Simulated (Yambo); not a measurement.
G0W0@PBEsol for TlAsF6 (space group R-3, No. 148) in Yambo (2×2×2 mesh, 8 Ry block, plasmon pole, screening fixed), without a terminator:

```
bands N in G  gap F → L (eV)  shift of the valence edge (eV)
------------  --------------  ------------------------------
94                     8.785                          -1.796
152                    8.797                          -2.023
232                    8.774                          -2.139
```

**Question.** Extrapolate both columns to infinite N with E(N) = E∞ + A/N, test the form, and compare with the terminator.

**Answer.** From two points, E∞ = (N2 E2 − N1 E1)/(N2 − N1). The two largest N give 8.73 eV for the gap and -2.36 eV for the shift; the two smallest give 8.82 eV and -2.39 eV. For the gap the slopes A are -3.0 and 10 eV: the form isn't reached, and its limit is uncertain. For the shift the slopes A are 56 and 51 eV: the 1/N form holds. With the Bruneval-Gonze terminator and 232 bands the run gives 8.70 eV and -2.27 eV, 0.03 eV and 0.09 eV from the extrapolated values: the terminator too is an estimate of the remainder. Block, mesh and the bands in W are held fixed.

The standard potentials for As, Tl keep a d shell in the valence without the s and p states of that shell. In tests on such compounds this moved G0W0 gaps by up to about 0.9 eV, so absolute quasiparticle energies here are unreliable; differences between settings are what counts.

Spin-orbit coupling is not included.

Geometry relaxed with PBE+D3(BJ); primitive cell a = 5.0895 Å, b = 5.0895 Å, c = 5.0895 Å, α = 96.92°, β = 96.92°, γ = 96.92°.

The structure is a Materials Project entry; no match was found in the copy of COD used, and its stability was not checked.

A shift is the quasiparticle energy of the state minus its PBEsol energy.
